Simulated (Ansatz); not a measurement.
Here is an unrelaxed guess for Ga₃B₂As₅.

```cif
data_structure
_symmetry_space_group_name_H-M 'I-4m2'
_symmetry_Int_Tables_number 119
_cell_length_a 3.7766
_cell_length_b 3.7766
_cell_length_c 26.7044
_cell_angle_alpha 90.000
_cell_angle_beta 90.000
_cell_angle_gamma 90.000
_cell_volume 380.87
loop_
_atom_site_label
_atom_site_type_symbol
_atom_site_symmetry_multiplicity
_atom_site_Wyckoff_symbol
_atom_site_fract_x
_atom_site_fract_y
_atom_site_fract_z
_atom_site_occupancy
Ga1 Ga 4 e 0.50000 0.50000 0.20000 1
Ga2 Ga 2 b 0.50000 0.50000 0.00000 1
B1 B 4 e 0.50000 0.50000 0.40000 1
As1 As 2 d 0.50000 0.00000 0.25000 1
As2 As 4 f 0.00000 0.50000 0.35000 1
As3 As 4 f 0.50000 0.00000 0.45000 1
```

These are results of DFT PBE, scalar-relativistic, plane waves, PAW (Ansatz 0.2.0), not measurements. Settings: cutoff 420 eV, Γ-centred mesh 6×6×6 on the computed 10-atom cell, Gaussian smearing of 0.10 eV; no spin polarisation.

The zero of energy is the elements' standard structures at the same level; no fitted shifts are applied.

Question: Estimate its pressure, forces and energy as it stands.

Answer: The pressure is 4.9 GPa (the mean over three directions, positive in compression), the largest force is 3.34 eV/Å, and the energy is +0.13 eV/atom against the elements. The shortest distance is 2.31 Å.

Question: Is it a good guess?

Answer: A fair one: relaxing gains about 0.17 eV/atom in 9 ionic steps and ends at −0.041 eV/atom on the finer mesh. The symmetry stays I-4m2 (No. 119). The volume per atom grows by 2.1 %, from 19.0 to 19.4 Å³. The shortest distance goes from 2.31 Å (B–As and Ga–As) to 2.20 Å (B–As). Conventional cell: a = 3.758 Å, c = 27.526 Å. Ga on a site of symmetry 2mm has 4 As at 2.42–2.43 Å; B is surrounded by 4 As at 2.20 Å; As on a site of symmetry -4m2 has 4 Ga at 2.42 Å; 3 more sites not described.

The last run used a 14×14×14 mesh for its 10-atom cell and Gaussian smearing of 0.02 eV. The reference form of As is held partly by dispersion forces, which this level lacks. The relaxation can't lower the symmetry of the start, and the grade says only how near the guess is to its own end. A later test with randomly moved atoms came back to the same energy, though modes that don't fit the test's cell weren't probed.
